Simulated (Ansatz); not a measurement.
## HfTl2PbS4: gradients before and after relaxing the atoms

Start: a measured structure from the Crystallography Open Database (COD), atoms as given.

```cif
data_HfTl2PbS4
_symmetry_space_group_name_H-M 'C2/c'
_symmetry_Int_Tables_number 15
_cell_length_a 15.4695
_cell_length_b 8.2255
_cell_length_c 6.7103
_cell_angle_alpha 90.000
_cell_angle_beta 109.265
_cell_angle_gamma 90.000
loop_
_atom_site_label
_atom_site_type_symbol
_atom_site_symmetry_multiplicity
_atom_site_Wyckoff_symbol
_atom_site_fract_x
_atom_site_fract_y
_atom_site_fract_z
Hf Hf 4 e 0.5000 0.6209 0.2500
Tl Tl 8 f 0.7492 0.8745 0.2305
Pb Pb 4 e 0.5000 0.1232 0.2500
S9 S 8 f 0.5958 0.6019 0.0028
S13 S 8 f 0.6069 0.8365 0.4638
```

One atom of each set is listed; the run and its k-mesh use a cell of 16 atoms with edges of 8.76, 8.76, 6.71 Å.

All values are calculated (Ansatz; DFT, PBE, plane waves and PAW, scalar-relativistic, 420 eV cutoff, Γ-centred 4×4×5 k-points, Fermi–Dirac smearing 0.02 eV), not measured.

The largest force at the start is 0.077 eV/Å. Relaxing the ions at fixed cell moves them by 0.009 Å at most (atom 11, S) and 0.006 Å rms.

| site | moved (Å) | first shell before | first shell after | V_zz before (10²¹ V/m²) | η before |
| --- | --- | --- | --- | --- | --- |
| Hf | 0.002 | 6 S at 2.52–2.60 Å | 6 S at 2.53–2.61 Å | 1.96 | 0.22 |
| Tl | 0.005 | 6 S at 3.03–3.33 Å; also 1 Tl at 3.72 Å | 6 S at 3.03–3.33 Å; also 1 Tl at 3.72 Å | -7.13 | 0.98 |
| Pb | 0.001 | 6 S at 2.92–2.96 Å | 6 S at 2.93–2.96 Å | 5.27 | 0.36 |
| S9 | 0.009 | 2 Hf at 2.57–2.60 Å, 1 Pb at 2.92 Å, 3 Tl at 3.10–3.27 Å | 2 Hf at 2.57–2.61 Å, 1 Pb at 2.93 Å, 3 Tl at 3.10–3.27 Å | 3.28 | 0.27 |
| S13 | 0.007 | 1 Hf at 2.52 Å; also 2 Pb at 2.94–2.96 Å, 2 Tl at 3.03–3.11 Å | 1 Hf at 2.53 Å; also 2 Pb at 2.94–2.96 Å, 2 Tl at 3.03–3.10 Å | -3.31 | 0.60 |

Q: How do the gradients change?

A: 

| site | V_zz after | η after | change of V_zz |
| --- | --- | --- | --- |
| Hf | 1.81 | 0.32 | -0.15 |
| Tl | -7.04 | 0.96 | +0.09 |
| Pb | 5.09 | 0.32 | -0.18 |
| S9 | 3.22 | 0.27 | -0.06 |
| S13 | -3.27 | 0.61 | +0.04 |

The largest change of V_zz is on Pb, from 5.27 to 5.09. The whole tensor moves most on Hf, by 0.43 along its most changed direction. In per cent, |V_zz| changes by -8 on Hf, -1 on Tl, -3 on Pb, -2 to -1 on S (all sites that start above 0.5).

Spin–orbit coupling is left out, which shifts gradients on Pb and Tl by a few per cent in wide-gap crystals, and can shift them far more where the calculated gap is small or absent, as here.
